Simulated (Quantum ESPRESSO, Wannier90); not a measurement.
# TaS$_{2}$ (R-3m): Wannier90 run

```yaml
crystal:
  lattice:
    - [-1.69172, 2.93014, 0.00000]
    - [-3.38344, 0.00000, 0.00000]
    - [-1.69172, 0.97671, 6.35141]
  atoms:
    - { symbol: Ta, position: [0.00000, 0.00000, 0.00000] }
    - { symbol: S, position: [0.25387, 0.25387, 0.23838] }
    - { symbol: S, position: [0.74613, 0.74613, 0.76162] }
```

Cell from Materials Project (mp-555037), symmetrised, no further relaxation. COD (Crystallography Open Database) has the formula in 4 space groups, this one among them (matched by group alone). Method: PBEsol plane waves in Quantum ESPRESSO 7.5 (PseudoDojo norm-conserving files, 47 Ry, no spin polarisation, no spin-orbit coupling), Bloch states on a 10×10×10 mesh through Γ, Wannier90 4.0.1. Density: 10×10×10 mesh, cold smearing 0.01 Ry. The cell is built of weakly bound layers, chains or molecules, whose nearest atoms lie 3.85 Å apart. Database cells relaxed without dispersion often hold them too far apart, which can enlarge gaps and weakens couplings between them; spacing and stacking were not compared with the measured crystal. Spin-orbit coupling is left out although heavy elements are present.

The plane-wave run has 27 bands and 25 electrons a cell. On the energy scale of pw.x, whose zero is arbitrary, the Fermi level lies at 9.00 eV.

Isolated groups of bands, relative to the Fermi level (bands from 7 on overlap up to the last one computed):

```
bands  from (eV)  to (eV)  filling            weight on atomic waves
-----  ---------  -------  -------  --------------------------------
1         -68.83   -68.81   filled                        Ta 5s 98 %
2–4       -35.49   -35.19   filled                        Ta 5p 98 %
5–6       -14.69   -12.46   filled  S 3s 78 %, Ta 5d 11 %, Ta 6s 8 %
```

Input w.win, without the blocks of cell, atoms and k-points (1000 lines):

```
num_bands = 21
num_wann = 11
exclude_bands = 1-6
num_iter = 800
conv_tol = 1.0e-6
conv_window = 4
dis_num_iter = 1000
dis_conv_tol = 1.0e-6
dis_froz_max = 14.48
write_hr = true
write_u_matrices = true
begin projections
Ta: d
S: p
end projections
mp_grid = 10 10 10
```

wannier90.x stops with:
```
dis_windows: More states in the frozen window than target WFs
```
At some k-point more bands lie below dis_froz_max than there are Wannier functions, and every frozen state has to fit into the subspace. Mended as below, all else unchanged, the run goes through (Ω_I = 18.4 Å²) and follows the plane-wave bands to 1.3 meV rms (states up to 1.0 eV relative to the Fermi level).
```
dis_froz_max = 10.50
```
